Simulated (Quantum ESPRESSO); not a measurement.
```
ZnO
1.0
    3.18447     0.00000     0.00000
   -1.59224     2.75783     0.00000
    0.00000     0.00000     5.14592
O Zn
2 2
Direct
  0.66667   0.33333   0.87944
  0.33333   0.66667   0.37944
  0.66667   0.33333   0.50087
  0.33333   0.66667   0.00087
```

Cell and atoms were relaxed with LDA from Materials Project entry mp-2133, within its symmetry.

### Question
What does LDA (Quantum ESPRESSO, PseudoDojo norm-conserving, 84 Ry, scalar-relativistic) give for the electronic structure near the Fermi level?

### Answer
The LDA gap is direct, 0.87 eV at Γ.
